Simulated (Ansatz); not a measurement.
SiNF:
```
CELL_PARAMETERS angstrom
      2.89444     0.00000     0.00000
     -1.44722     2.50666     0.00000
      0.00000     0.00000     4.67119
ATOMIC_POSITIONS crystal
  Si 0.00000 0.00000 0.36731
  N  0.66667 0.33333 0.27437
  F  0.00000 0.00000 0.70998
```

Relaxed with DFT-r²SCAN+D4 in the program Ansatz with PAW potentials. Indices refer to the conventional cell of P3m1, a = 2.8944 Å, b = 2.8944 Å, c = 4.6712 Å, α = 90.00°, β = 90.00°, γ = 120.00°.

**Question.** Simulate the powder diffraction pattern (Cu Kα1, λ = 1.54056 Å; lines above 1 %) up to 2θ = 90°.

**Answer.** Simulated powder pattern, Cu Kα1, λ = 1.54056 Å (kinematic, ideal powder, no thermal factors, no anomalous dispersion; the 30 strongest lines at most, above 1 %, up to 2θ = 90°):

```
2θ (°)  d (Å)  I/Imax (%)                    hkl
------  -----  ----------  ---------------------
18.98   4.671         100                 (0001)
35.79   2.507         100             (1 0 -1 0)
38.51   2.336          23                 (0002)
40.82   2.209          49  (0 1 -1 1)+(1 0 -1 1)
53.59   1.709          19  (0 1 -1 2)+(1 0 -1 2)
59.30   1.557         7.6                 (0003)
64.31   1.447          28             (1 1 -2 0)
67.73   1.382          13             (1 1 -2 1)
71.24   1.323          29  (0 1 -1 3)+(1 0 -1 3)
75.84   1.253         9.0             (2 0 -2 0)
77.53   1.230          13             (1 1 -2 2)
79.04   1.211         5.8  (2 0 -2 1)+(0 2 -2 1)
88.45   1.104         4.7  (2 0 -2 2)+(0 2 -2 2)
```

The start of the workflow was typed in or built on a structure type; neither database checked (COD, Materials Project) lists it. Whether it is the stable phase at ambient conditions was not checked. Symmetry was held in the r²SCAN+D4 relaxation; whether a distortion lowers the energy is not shown. The volume moved by -27 % from the start of the relaxation.

Potentials: the earlier of the program's two PAW sets.
